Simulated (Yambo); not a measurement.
Yambo run on MoS2 (space group R3m, No. 160). The wavefunctions are norm-conserving PBEsol (Quantum ESPRESSO, 80 Ry, with spin-orbit coupling) ones on a 4×4×4 mesh (26 occupied bands); a = 6.267 Å, b = 6.267 Å, c = 6.267 Å, α = 29.15°, β = 29.15°, γ = 29.15°.

Yambo input:

```
rim_cut
HF_and_locXC
RandQpts= 1000000
RandGvec= 1 Ry
EXXRLvcs= 80 Ry
VXCRLvcs= 320 Ry
% QPkrange
 1 | 1 | 26 | 27 |
 3 | 3 | 26 | 27 |
 6 | 6 | 26 | 27 |
 7 | 7 | 26 | 27 |
 13 | 13 | 24 | 28 |
%
```

k points by index: 1 = Γ, 3 = L, 6 = (0, 0.25, -0.25), 7 = F, 13 = Z.

Table of the .hf output:

```
#    K-point    Band    Eo [eV]    Ehf [eV]    Vxc [eV]    Vnlxc [eV]
#
    1    26    -1.079508    -3.486466    -13.74601    -16.15297
    1    27    1.886668    6.222494    -15.49688    -11.16106
    3    26    -1.557900    -3.468734    -14.33050    -16.24134
    3    27    1.562022    6.636715    -18.53939    -13.46470
    6    26    -1.235665    -2.196557    -15.95971    -16.92060
    6    27    1.022789    5.118240    -16.09736    -12.00191
    7    26    -1.401937    -2.972758    -14.41236    -15.98318
    7    27    1.500768    6.553650    -18.58451    -13.53162
    13    24    -2.224259    -3.924255    -16.11753    -17.81752
    13    25    -0.54379E-13    -0.613706    -16.34195    -16.95566
    13    26    0.000000    -0.613705    -16.34195    -16.95566
    13    27    2.027435    6.411949    -15.50185    -11.11733
    13    28    2.027435    6.411949    -15.50185    -11.11733
```
Exchange alone, without screening.

Geometry relaxed with PBE+D3(BJ).
